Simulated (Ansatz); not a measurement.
Below is a relaxed structure of In2P. The cell was found from a structure generator's guess, not taken from experiment.

Computed with DFT PBE, scalar-relativistic, plane waves, PAW (Ansatz). Cutoff 420 eV, Γ-centred mesh, Gaussian smearing, no spin polarisation.

```xyz
6
Lattice="-4.3295 4.3295 2.0882 4.3295 -4.3295 2.0882 4.3295 4.3295 -2.0882" Properties=species:S:1:pos:R:3 pbc="T T T"
In    4.3295    2.1648    0.5220
In    2.1648    4.3295   -0.5220
In    2.1648    0.0000    1.5661
In    0.0000    2.1648    2.6102
P     0.0000    0.0000    0.0000
P     0.0000    4.3295    1.0441
```

Energies over the elements count from the elements' standard structures at the same level, with no fitted energy shifts. The references include black phosphorus.

Task: What space group does it have?

Result: I4_1/amd (No. 141). Conventional cell: a = 8.659 Å, c = 4.176 Å. Around In lie 2 P at 2.67 Å, 4 In at 3.23 Å and 2 P at 3.39 Å; around P lie 4 In at 2.67 Å and 4 In at 3.39 Å.

Task: How far does it lie from the elements in energy?

Result: +0.22 eV/atom. The separate elements lie lower, so it is unstable against them.

Task: Is it a metal?

Result: Yes, bands cross the Fermi level on the 10×10×10 mesh.

Task: From what recipe could a structure generator have reached it?

Result: One such recipe: 4-, 6-connected net, elements by coordination (I4_1/amd, No. 141). Other recipes can lead to the same cell.

The last run used a 10×10×10 mesh for its 6-atom cell and Gaussian smearing of 0.10 eV. The reference form of P is held partly by dispersion forces, which this level lacks. Symmetry constrained the relaxation, so the result can be a saddle point.
